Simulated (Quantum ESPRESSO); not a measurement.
Kohn-Sham bands of WS₂ (P6₃/mmc, 2Hc stacking as in molybdenite)

```
CELL_PARAMETERS angstrom
      3.18422     0.00000     0.00000
     -1.59211     2.75762     0.00000
      0.00000     0.00000    12.97828
ATOMIC_POSITIONS crystal
  W  0.33333 0.66667 0.25000
  W  0.66667 0.33333 0.75000
  S  0.33333 0.66667 0.62980
  S  0.66667 0.33333 0.37020
  S  0.66667 0.33333 0.12980
  S  0.33333 0.66667 0.87020
```

Cell from Materials Project (mp-224), symmetrised, no further relaxation. COD (Crystallography Open Database) has the formula in 2 space groups, this one among them (matched by group alone). Computed values, not measurements, from PBEsol: Quantum ESPRESSO (norm-conserving PseudoDojo potentials, cutoff 60 Ry, no spin polarisation, no spin-orbit coupling) on a Γ-centred 6×6×4 mesh, then Wannier90. Density: 12×12×4 mesh, cold smearing 0.01 Ry. The cell is built of weakly bound layers, chains or molecules, whose nearest atoms lie 3.84 Å apart. Database cells relaxed without dispersion often hold them too far apart, which can enlarge gaps and weakens couplings between them; spacing and stacking were not compared with the measured crystal. Spin-orbit coupling is left out although heavy elements are present.

Task: List the Kohn-Sham levels between −8 and 4.2 eV relative to the valence-band maximum at the high-symmetry points, as a band run of pw.x on that density gives them (levels within 2 meV counted together).

Result: 
```json
[
 {"point": "Γ", "k (reciprocal lattice)": "0.000 0.000 0.000", "levels (eV)": "-7.24, -6.58, -3.43 (×2), -3.43 (×2), -3.36, -2.19 (×2), -2.17 (×2), -1.70, -0.94, 0.00, 2.35 (×2), 2.35 (×2), 2.50 (×2), 2.59 (×2)"},
 {"point": "M", "k (reciprocal lattice)": "0.500 0.000 0.000", "levels (eV)": "-7.13, -6.98, -5.76, -5.64, -5.17, -4.77, -3.99, -3.95, -2.68, -2.58, -1.86, -1.76, -1.52, -1.42, 2.29, 2.31, 2.67, 2.84, 3.22, 3.85, 4.08"},
 {"point": "K", "k (reciprocal lattice)": "0.333 0.333 0.000", "levels (eV)": "-6.37, -6.29, -5.93 (×2), -5.12, -4.99, -4.42 (×2), -3.84 (×2), -2.81 (×2), -0.60, -0.49, 1.24 (×2), 2.39, 3.22, 3.46 (×2)"},
 {"point": "A", "k (reciprocal lattice)": "0.000 0.000 0.500", "levels (eV)": "-6.94 (×2), -3.43 (×4), -2.67 (×2), -2.18 (×4), -0.30 (×2), 2.35 (×4), 2.55 (×4)"},
 {"point": "L", "k (reciprocal lattice)": "0.500 0.000 0.500", "levels (eV)": "-7.06 (×2), -5.72 (×2), -4.94 (×2), -3.97 (×2), -2.64 (×2), -1.81 (×2), -1.47 (×2), 2.30 (×2), 2.76 (×2), 3.46 (×2)"},
 {"point": "H", "k (reciprocal lattice)": "0.333 0.333 0.500", "levels (eV)": "-6.33 (×2), -5.93 (×2), -5.05 (×2), -4.49 (×2), -3.72 (×2), -2.88 (×2), -0.55 (×2), 1.24 (×2), 2.76 (×2), 3.50 (×2)"}
]
```
